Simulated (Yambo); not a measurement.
Absorption of Rb₂ScAgF₆ (space group Fm-3m, No. 225) with and without the electron-hole interaction (Yambo, PBEsol bands; 4×4×4 mesh, 22 valence and 9 conduction bands, static screening with 110 bands and a 3 Ry block, scissor 3.34 eV, Tamm-Dancoff; field along x).

| E (eV) | Im ε, BSE | Im ε, independent quasiparticles |
|---|---|---|
| 3.10 | 0.01 | 0.01 |
| 3.20 | 0.01 | 0.01 |
| 3.30 | 0.01 | 0.01 |
| 3.40 | 0.02 | 0.01 |
| 3.50 | 0.02 | 0.01 |
| 3.60 | 0.02 | 0.01 |
| 3.70 | 0.02 | 0.01 |
| 3.80 | 0.02 | 0.01 |
| 3.90 | 0.02 | 0.01 |
| 4.00 | 0.02 | 0.01 |
| 4.10 | 0.02 | 0.01 |
| 4.20 | 0.02 | 0.01 |
| 4.30 | 0.02 | 0.01 |
| 4.40 | 0.03 | 0.01 |
| 4.50 | 0.03 | 0.01 |
| 4.60 | 0.03 | 0.01 |
| 4.70 | 0.03 | 0.01 |
| 4.80 | 0.03 | 0.01 |
| 4.90 | 0.04 | 0.01 |
| 5.00 | 0.04 | 0.01 |
| 5.10 | 0.04 | 0.01 |
| 5.20 | 0.05 | 0.01 |
| 5.30 | 0.05 | 0.01 |
| 5.40 | 0.06 | 0.01 |
| 5.50 | 0.06 | 0.01 |
| 5.60 | 0.07 | 0.01 |
| 5.70 | 0.08 | 0.02 |
| 5.80 | 0.09 | 0.02 |
| 5.90 | 0.11 | 0.02 |
| 6.00 | 0.14 | 0.02 |
| 6.10 | 0.19 | 0.02 |
| 6.20 | 0.27 | 0.02 |
| 6.30 | 0.34 | 0.02 |
| 6.40 | 0.38 | 0.02 |
| 6.50 | 0.51 | 0.03 |
| 6.60 | 0.64 | 0.03 |
| 6.70 | 0.66 | 0.04 |
| 6.80 | 0.77 | 0.04 |
| 6.90 | 0.86 | 0.06 |
| 7.00 | 0.78 | 0.08 |
| 7.10 | 0.76 | 0.11 |
| 7.20 | 0.96 | 0.11 |
| 7.30 | 1.43 | 0.10 |
| 7.40 | 2.31 | 0.12 |
| 7.50 | 3.24 | 0.18 |
| 7.60 | 4.00 | 0.24 |
| 7.70 | 4.99 | 0.18 |
| 7.80 | 3.90 | 0.13 |
| 7.90 | 2.32 | 0.11 |
| 8.00 | 1.62 | 0.11 |
| 8.10 | 1.54 | 0.12 |
| 8.20 | 1.99 | 0.15 |
| 8.30 | 2.72 | 0.16 |
| 8.40 | 3.04 | 0.15 |
| 8.50 | 2.55 | 0.15 |
| 8.60 | 1.86 | 0.18 |
| 8.70 | 1.36 | 0.24 |
| 8.80 | 0.98 | 0.36 |
| 8.90 | 0.77 | 0.59 |
| 9.00 | 0.66 | 0.78 |
| 9.10 | 0.60 | 0.67 |
| 9.20 | 0.57 | 0.59 |
| 9.30 | 0.55 | 0.67 |
| 9.40 | 0.56 | 0.79 |
| 9.50 | 0.51 | 0.96 |
| 9.60 | 0.44 | 1.17 |
| 9.70 | 0.41 | 1.38 |
| 9.80 | 0.41 | 1.53 |
| 9.90 | 0.47 | 1.75 |
| 10.00 | 0.53 | 1.76 |

The scissor comes from a G0W0 run whose convergence isn't established. Broadening 0.15 eV. The band window holds all transitions up to 11.0 eV. Fine structure above the onset can come from the mesh.

Spin-orbit splittings are left out.

Geometry of the Materials Project entry, not relaxed at this level; primitive cell a = 6.3541 Å, b = 6.3541 Å, c = 6.3541 Å, α = 60.00°, β = 60.00°, γ = 60.00°.

The structure is a Materials Project entry; no match was found in the copy of COD used, and its stability was not checked.
